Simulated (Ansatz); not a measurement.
**Ga3Sb: an elastic constant from a strain scan**

All numbers below come from DFT PBEsol, scalar-relativistic, plane waves, PAW (Ansatz 0.2.0). Settings: plane waves to 420 eV, k-mesh 16×16×16 (Γ-centred), Gaussian smearing 0.15 eV. No spin polarisation. Energies are free energies at this smearing, counted from the undisturbed cell; pressure is positive in compression.

The undisturbed cell (relaxed at this level; with this scan's settings it stands at 0.1 GPa; it needn't be the usual structure):

```yaml
crystal:
  lattice:
    - [-2.12931, 2.12931, 4.54529]
    - [2.12931, -2.12931, 4.54529]
    - [2.12931, 2.12931, -4.54529]
  atoms:
    - { symbol: Ga, position: [0.75000, 0.25000, 0.50000] }
    - { symbol: Ga, position: [0.25000, 0.75000, 0.50000] }
    - { symbol: Ga, position: [0.50000, 0.50000, 0.00000] }
    - { symbol: Sb, position: [0.00000, 0.00000, 0.00000] }
```

The cell is strained by ε times the Voigt pattern (1, -1, 0, 0, 0, 0) (xx, yy, zz, yz, xz, xy; engineering shear) with fractional coordinates fixed. The cell holds 4 atoms in V0 = 82.43 Å³. The stress column is τ = (1/V0) dE/dε, got from the stress tensor σ (compression positive) at each point as −det(1 + εP) σ : P(1 + εP)⁻¹, with P the pattern as a tensor.

```
      ε  ΔE (meV/atom)  τ (GPa)
-0.0875         -2.642   -0.141
-0.0750         -2.271    0.496
-0.0625         -1.460    0.387
-0.0500         -1.212   -0.053
-0.0250         -1.209    0.299
 0.0000          0.000    0.000
 0.0250         -1.209   -0.299
 0.0500         -1.212    0.053
 0.0625         -1.460   -0.387
 0.0750         -2.271   -0.496
 0.0875         -2.642    0.141
 0.1000              ?        ?
```

Which combination of elastic constants does this scan measure, and how large is it?

For small ε, τ = τ0 + Kε with K = pᵀCp, which for this pattern is C11 + C22 − 2 C12 in the Cartesian frame shown. The parabola through τ at ε = -0.0250, 0 and 0.0250 has slope K = -12.0 GPa at zero. The energies per cell, E = NΔE, of the same two points give K = 2[E(ε₊)/ε₊ − E(ε₋)/ε₋]/[(ε₊ − ε₋)V0] = -30.1 GPa; a fourth-order term in the energy shifts the first figure twice as much as the second, so 2 × -30.1 − (-12.0) = -48.2 GPa is a better limit for small strain, as far as the energies carry no numerical noise. K is negative: with the atoms carried along, the cell is unstable to this strain. These are clamped-ion values.

Predict the withheld row at ε = 0.1000 from the harmonic law, and compare.

ΔE = V0(τ0 ε + Kε²/2)/N = -7.690 meV/atom and τ = -1.20 GPa. The calculation gives -1.585 meV/atom and 1.21 GPa: the energy lies 6.11 meV/atom above the harmonic value.

Forces appear on the atoms along this scan, and letting them relax would lower the energy and soften the response. In a metal these slopes depend on the k mesh and the smearing.

Cost: 7 runs of about 8.4 core-minutes in all, on Intel Xeon Platinum 8488C (Sapphire Rapids) (shared hosts).